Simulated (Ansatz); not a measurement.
# Two states of Gd

```xyz
2
Lattice="3.6115 0.0000 0.0000 -1.8058 3.1277 0.0000 0.0000 0.0000 5.7437" Properties=species:S:1:pos:R:3 pbc="T T T"
Gd    0.0000    2.0851    1.4359
Gd    1.8058    1.0426    4.3078
```

Method: r2SCAN, with U_eff = 5.78 eV on Gd f (all-electron-ortho-atomic projectors); PAW, plane waves to 500 eV, 8×8×4 Γ-centred mesh, fermi-dirac occupations (width 0.1 eV) (Ansatz 0.2.0), atoms fixed.

State A: Gd1 up, Gd2 down (collinear spin). State B: Gd1 down, Gd2 down (collinear spin).

Which state is lower, and how do they differ?

State B is lower by 87.1 meV an atom at zero smearing; in free energy at this smearing B lies -78.3 meV an atom from A.

| state | free energy (meV/atom) | largest moment in a small sphere (μB) | net moment (μB/cell) | gap on mesh (eV) | pressure (GPa) | largest force (eV/Å) |
| --- | --- | --- | --- | --- | --- | --- |
| A | 78.3 | 7.52 | 0.00 | metal | 1.9 | 0.00 |
| B | 0.0 | 7.58 | 15.88 | metal | 2.1 | 0.00 |

Origin: a database entry at a rescaled volume.
